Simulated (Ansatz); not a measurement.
# WC: from a starting cell to a relaxed one

The start is a generated cell, WC built in the WC structure type. Cell shape, volume and atoms are optimised at zero target pressure with r2SCAN (plane waves to 500 eV, PAW, scalar-relativistic; Ansatz, a first-principles code). The first steps use a coarse 9×9×8 k-mesh.

Initial structure:
```
WC
1.0
    2.90650     0.00000     0.00000
   -1.45325     2.51710     0.00000
    0.00000     0.00000     2.83660
W C
1 1
Direct
  0.00000   0.00000   0.00000
  0.66667   0.33333   0.50000
```

```yaml
outcome: The space group stays P-6m2 (No. 187) (the run could not lower it); the end is AFLOW prototype AB_hP2_187_d_a (B_h, as in WC), with 2 atoms in the primitive cell
energy_released: under 0.01 eV/atom
volume_change: +0.4 %, from 10.38 to 10.42 Å³/atom
optimiser_moves: 6
```

Relaxed structure:

```cif
data_CW
_chemical_formula_sum 'W1 C1'
_space_group_name_H-M_alt 'P-6m2'
_space_group_IT_number 187
_space_group_name_Hall 'P -6 2'
_cell_length_a 2.91257
_cell_length_b 2.91257
_cell_length_c 2.83670
_cell_angle_alpha 90.000
_cell_angle_beta 90.000
_cell_angle_gamma 120.000
loop_
_atom_site_label
_atom_site_type_symbol
_atom_site_symmetry_multiplicity
_atom_site_Wyckoff_symbol
_atom_site_fract_x
_atom_site_fract_y
_atom_site_fract_z
_atom_site_occupancy
W1 W 1 a 0.00000 0.00000 0.00000 1
C1 C 1 f 0.66667 0.33333 0.50000 1
```

Final values are on a 18×18×16 k-mesh of the relaxed cell. No spin polarisation in the result.

The run could not lose the symmetry of its start; a randomly shaken copy of 2 atoms returns to this structure.

All atoms sit on sites fixed by symmetry, so only the cell could relax.
